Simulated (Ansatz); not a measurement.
Space group P3m1 (No. 156). a = 3.747 Å, b = 3.747 Å, c = 12.412 Å, α = 90.00°, β = 90.00°, γ = 120.00°
| atom | site | symmetry | x | y | z |
| --- | --- | --- | --- | --- | --- |
| Be | 1c | 3m. | 0.6667 | 0.3333 | 0.0125 |
| Be | 1c | 3m. | 0.6667 | 0.3333 | 0.4928 |
| Be | 1a | 3m. | 0.0000 | 0.0000 | 0.2531 |
| Zn | 1a | 3m. | 0.0000 | 0.0000 | 0.7562 |
| Se | 1c | 3m. | 0.6667 | 0.3333 | 0.1939 |
| Se | 1c | 3m. | 0.6667 | 0.3333 | 0.6729 |
| Se | 1a | 3m. | 0.0000 | 0.0000 | 0.4343 |
| Se | 1a | 3m. | 0.0000 | 0.0000 | 0.9541 |

Equation of state of this Be3ZnSe4 structure (not necessarily the ground state), with shape and atoms relaxed at each volume where symmetry leaves them free. All numbers below come from DFT PBE, scalar-relativistic, plane waves, PAW in Ansatz 0.2.0.

Settings: cutoff 420 eV, Γ-centred mesh 6×6×2 on the computed 8-atom cell, Gaussian smearing of 0.02 eV; no spin polarisation.

```csv
V (Å³/atom),E − E(largest V) (meV/atom),P (GPa),gap on mesh (eV)
16.603,37.08,11.31,2.36
17.169,3.47,7.80,2.44
17.735,-18.64,4.79,2.50
18.301,-30.90,2.21,2.56
18.867,-34.67,-0.02,2.61
19.433,-31.15,-1.93,2.53
19.999,-21.34,-3.58,2.42
20.753,0.00,-5.42,2.28
```

Q: Fit a third-order Birch–Murnaghan equation, E = E0 + (9V0B0/16)·[(x − 1)³B0' + (x − 1)²(6 − 4x)] with x = (V0/V)^(2/3), to E(V).

A: V0 = 18.86 Å³/atom, B0 = 69 GPa, B0' = 4.0.

The cell was found from a structure generator's guess, not taken from experiment.
